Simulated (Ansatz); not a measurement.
**Property card for LiPb**

LiPb:
```yaml
crystal:
  lattice:
    - [3.54481, 0.00000, 0.00000]
    - [0.00000, 3.54481, 0.00000]
    - [0.00000, 0.00000, 3.54481]
  atoms:
    - { symbol: Li, position: [0.00000, 0.00000, 0.00000] }
    - { symbol: Pb, position: [0.50000, 0.50000, 0.50000] }
```

Space group Pm-3m (No. 221), CsCl type; conventional cell a = 3.5448 Å, b = 3.5448 Å, c = 3.5448 Å, α = 90.00°, β = 90.00°, γ = 90.00°.

Method: r²SCAN (plane waves, PAW; program Ansatz). Structure relaxed to zero pressure with the same functional. Other levels are named where they apply.

Cell and energy:

Volume per atom: 22.27 Å³
Density: 7.98 g/cm³
Formation energy from the elements (no fitted shifts): -0.31 eV/atom

Electronic structure:

* **Electronic character**: metallic (no gap)
* **Density of states at the Fermi level**: 0.33 states/eV per atom (mean over ±0.08 eV)

The workflow started from a Materials Project entry (that database holds measured and hypothetical structures alike); the Crystallography Open Database files this formula in space group No. 221, but the cells were not matched. Its standing as an ambient phase is unchecked. Symmetry was held in the r²SCAN relaxation; whether a distortion lowers the energy is not shown. The references are the lowest solids computed at this level, not always the standard phases. Scalar-relativistic: spin–orbit coupling is off unless named, which matters more the heavier the elements.

Potentials: the later of the program's two PAW sets.
